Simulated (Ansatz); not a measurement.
The guess for KSb2O5 was made by a generator: 5-connected net, bridging atoms on its edges, guests in its cages (P6/mmm, No. 191) (guest K). Its size is a rough estimate.

```
K Sb O
1.0
     6.72767    0.00000    0.00000
    -3.36384    5.82634    0.00000
     0.00000    0.00000    3.88740
K Sb O
1 2 5
Direct
  0.00000 0.00000 0.00000
  0.33333 0.66667 0.50000
  0.66667 0.33333 0.50000
  0.33333 0.66667 0.00000
  0.00000 0.50000 0.50000
  0.50000 0.50000 0.50000
  0.50000 0.00000 0.50000
  0.66667 0.33333 0.00000
```

Level of theory: Ansatz, DFT PBE, scalar-relativistic, plane waves, PAW. Cutoff 420 eV, Gaussian smearing, Γ-centred meshes. Cell and atoms relax first on a coarse mesh and then on a finer one. In between, the cell is made exact in the group found at 0.06 Å. In metals the finer mesh still leaves noise of several meV/atom or more. The steps can't lower the symmetry of their start. No spin polarisation.

A guess keeps its type if space group and coordination stay and the shape of the cell changes little (axis ratios within about 15 %, angles within 6°); the volume may change.

**Question.** Does this structure survive the relaxation?

**Answer.** It keeps its type. The symmetry stays P6/mmm (No. 191). The volume per atom grows by 6.9 %, from 19.0 to 20.4 Å³. The shortest distance goes from 1.94 Å (Sb–O) to 1.98 Å (Sb–O). The ratio c/a of the conventional cell changes by a factor of 1.01. Counting neighbours within 15 % of an atom's shortest distance, the start has K 32, O 2, Sb 5 and the end K 32, O 2, Sb 5.

The zero of energy is the elements' standard structures at the same level (O₂ as a molecule); no fitted shifts are applied.

**Question.** At what energy does it end?

**Answer.** −1.11 eV/atom. It lies below the elements, which doesn't yet make it stable against other compounds or structures.

The last run used a 6×6×10 mesh (in the run's order of axes) for its 8-atom cell and Gaussian smearing of 0.10 eV. Spin–orbit coupling, which can matter for Sb, is left out. An odd number of electrons in the primitive cell allows no gap without spin; a larger cell or a magnetic state could open one. A structure relaxed within its symmetry needn't be a true minimum.
